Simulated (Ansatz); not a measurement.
## Profile along the Zr–Hg line in ZrHg (space group P4/mmm)

ZrHg (space group P4/mmm)

Space group P4/mmm (No. 123); a = 3.110 Å, b = 3.110 Å, c = 4.235 Å, α = 90.00°, β = 90.00°, γ = 90.00°

```json
[
 {"atom": "Zr", "site": "1d", "symmetry": "4/mmm", "x": "0.5000", "y": "0.5000", "z": "0.5000"},
 {"atom": "Hg", "site": "1a", "symmetry": "4/mmm", "x": "0.0000", "y": "0.0000", "z": "0.0000"}
]
```

Fields along a shortest Zr–Hg line of a (0 -1 1) plane (3.05 Å), from Zr to Hg, interpolated on the slice's grid (step about 0.2 Å). Calculation: PBEsol (plane waves to 420 eV, PAW, scalar-relativistic; Ansatz, a quantum-chemistry and plane-wave program). k mesh 15×15×11. Inside the PAW spheres the values are not all-electron values, and peaks at nuclei hang on which shells count as valence. Spin-orbit coupling is left out, though Hg is heavy. ZrHg is run without spin polarisation. ZrHg was relaxed with its symmetry unable to fall.

| distance from Zr (Å) | valence electron density (e/Å³) | electron localisation function |
|---|---|---|
| 0.00 | 2.86 | x |
| 0.30 | 4.00 | x |
| 0.61 | 2.99 | 0.81 |
| 0.92 | 0.85 | 0.50 |
| 1.22 | 0.25 | 0.12 |
| 1.52 | 0.22 | 0.27 |
| 1.83 | 0.38 | 0.33 |
| 2.14 | 1.23 | 0.37 |
| 2.44 | 5.55 | 0.49 |
| 2.75 | 12.96 | x |
| 3.05 | 17.46 | x |

x: too close to a nucleus for the ELF to mean much.

Density on the Zr–Hg line (3.05 Å) at its density minimum, 1.4 Å from Zr: 0.21 e/Å³. ELF at that point: 0.2.
